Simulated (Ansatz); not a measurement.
CoSn:
```xyz
6
Lattice="5.2188 0.0000 0.0000 -2.6094 4.5196 0.0000 0.0000 0.0000 4.1702" Properties=species:S:1:pos:R:3 pbc="T T T"
Co     2.6094     0.0000     0.0000
Co     1.3047     2.2598     0.0000
Co    -1.3047     2.2598     0.0000
Sn     0.0000     0.0000     0.0000
Sn     0.0000     3.0131     2.0851
Sn     2.6094     1.5065     2.0851
```

Relaxed with PBEsol. Special points in fractions of this cell's reciprocal vectors: Γ (0.000, 0.000, 0.000); M (0.500, 0.000, 0.000); K (0.333, 0.333, 0.000); A (0.000, 0.000, 0.500); L (0.500, 0.000, 0.500); H (0.333, 0.333, 0.500).

List the band energies nearest the Fermi level at these points for plane-wave PAW PBEsol (Ansatz code).

In eV from the Fermi level; about four levels below and three above (degenerate sets whole), none deeper than 8.9 eV; points with the same levels are listed once.

```tsv
k	below	above
Γ	-0.45 -0.45 -0.41 -0.41	0.53 0.69 1.43 1.43
M	-0.98 -0.66 -0.44 -0.42	0.75 1.04 1.76
K	-1.02 -1.02 -0.61 -0.18	1.14 1.41 1.41
A	-0.50 -0.50 -0.40 -0.40 -0.19	0.53 1.41 1.75
L	-0.51 -0.45 -0.42 -0.13	0.44 1.31 4.12
H	-0.63 -0.63 -0.50 -0.12	1.30 3.53 3.53
```

Space group P6/mmm. Symmetry was held in the PBEsol relaxation. The workflow began spin-polarised and lost its moments. Scalar-relativistic: spin–orbit coupling is off unless named, which matters more the heavier the elements.

Potentials: the later of the program's two PAW sets.
